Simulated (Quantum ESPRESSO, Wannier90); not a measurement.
GeSe (Pnma): Wannier90 run

Cell from Materials Project (mp-700), symmetrised, no further relaxation. COD (Crystallography Open Database) has an entry of this formula and space group (matched by these alone). Computed values, not measurements, from LDA: Quantum ESPRESSO (norm-conserving PseudoDojo potentials, cutoff 69 Ry, no spin polarisation, no spin-orbit coupling) on a Γ-centred 4×4×4 mesh, then Wannier90. Density: 4×8×8 mesh, Gaussian smearing 0.01 Ry. The cell is built of weakly bound layers, chains or molecules, whose nearest atoms lie 3.64 Å apart. Database cells relaxed without dispersion often hold them too far apart, which can enlarge gaps and weakens couplings between them; spacing and stacking were not compared with the measured crystal. Spin-orbit coupling, left out, would split the p-like bands by a few tenths of an eV.

On the energy scale of pw.x, whose zero is arbitrary, the valence-band maximum lies at 8.02 eV.

Isolated groups of bands, relative to the valence-band maximum (bands from 61 on overlap up to the last one computed):

```json
[
 {"bands": "1–20", "from (eV)": "-47.83", "to (eV)": "-47.74", "filling": "filled", "weight on atomic waves": "Se 3d 100 %"},
 {"bands": "21–40", "from (eV)": "-24.65", "to (eV)": "-24.58", "filling": "filled", "weight on atomic waves": "Ge 3d 100 %"},
 {"bands": "41–44", "from (eV)": "-14.41", "to (eV)": "-12.59", "filling": "filled", "weight on atomic waves": "Se 4s 76 %, Ge 4p 14 %, Ge 4s 8 %"},
 {"bands": "45–48", "from (eV)": "-8.70", "to (eV)": "-5.63", "filling": "filled", "weight on atomic waves": "Ge 4s 61 %, Se 4p 26 %, Se 4s 9 %"},
 {"bands": "49–60", "from (eV)": "-5.11", "to (eV)": "0.00", "filling": "filled", "weight on atomic waves": "Se 4p 62 %, Ge 4p 29 %, Ge 4s 7 %"}
]
```

Input w.win:

```
num_bands = 48
num_wann = 32
exclude_bands = 1-40
num_iter = 1000
conv_tol = 1.0e-6
conv_window = 4
dis_num_iter = 1000
dis_conv_tol = 1.0e-6
dis_froz_max = 2.30
write_hr = true
write_u_matrices = true
begin projections
f=0.12911,0.24557,0.10890: s;p
f=-0.13047,-0.24918,-0.10883: s;p
f=0.37187,-0.26246,-0.37834: s;p
f=-0.36978,0.24175,0.37308: s;p
f=-0.15027,0.23689,-0.48520: s;p
f=0.15121,-0.25430,0.47447: s;p
f=-0.34580,-0.25258,0.00913: s;p
f=0.34762,0.24732,-0.02517: s;p
end projections
begin unit_cell_cart
ang
   11.2560300000    0.0000000000    0.0000000000
    0.0000000000    3.7871900000    0.0000000000
    0.0000000000    0.0000000000    4.6643600000
end unit_cell_cart
begin atoms_frac
Ge   0.1291000000  0.2500000000  0.1190000000
Ge  -0.1291000000 -0.2500000000 -0.1190000000
Ge   0.3709000000 -0.2500000000 -0.3810000000
Ge  -0.3709000000  0.2500000000  0.3810000000
Se  -0.1507200000  0.2500000000 -0.4845300000
Se   0.1507200000 -0.2500000000  0.4845300000
Se  -0.3492800000 -0.2500000000  0.0154700000
Se   0.3492800000  0.2500000000 -0.0154700000
end atoms_frac
mp_grid = 4 4 4
begin kpoints
0.0000000000 0.0000000000 0.0000000000
0.0000000000 0.0000000000 0.2500000000
0.0000000000 0.0000000000 0.5000000000
... (61 more lines: the 4x4x4 mesh through Gamma)
end kpoints
```

The run ends without an error message, but its bands miss those of pw.x by 119 meV rms and 0.61 eV at worst (states up to 1.8 eV relative to the valence-band maximum).

Task: What is the mistake?

Result: Window typed relative to the reference level, not as an absolute energy. With that mended (32 functions from bands 41-88 of the 88 computed, start hydrogen-like Ge: s;p; Se: s;p, centres 0.05 Å off the atoms, frozen window up to 2.30 eV relative to the valence-band maximum, outer window open) the misfit is 18 meV rms.
